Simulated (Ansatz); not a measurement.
Cu3Sn in space group Pmmn (No. 59; Cu on 2b, Cu on 4e, Sn on 2a) under volume change, r²SCAN (plane waves, PAW; program Ansatz), shape and atoms relaxed at each volume.

| V (Å³/atom) | E − E(relaxed) (meV/atom) | P (GPa) |
|---|---|---|
| 12.776 | 53.3 | 14.94 |
| 13.197 | 22.1 | 8.98 |
| 13.619 | 5.2 | 4.05 |
| 14.040 | 0.0 | 0.01 |
| 14.461 | 4.5 | -3.29 |
| 14.882 | 16.7 | -5.95 |
| 15.303 | 35.3 | -8.12 |

**Question.** What does a third-order Birch–Murnaghan fit give for V₀, B₀ and B′?

**Answer.** V₀ = 14.04 Å³/atom, B₀ = 121 GPa, B′ = 5.7.

The first step of the workflow began from a Materials Project structure, measured or hypothetical; the Crystallography Open Database files this formula in space group No. 59, but the cells were not matched. Its standing as an ambient phase is unchecked. The cell was relaxed with r²SCAN under the symmetry of its start; whether a distortion lowers the energy is not shown. The run is not spin-polarised. Scalar-relativistic: spin–orbit coupling is off unless named, which matters more the heavier the elements.

Potentials: the earlier of the program's two PAW sets.
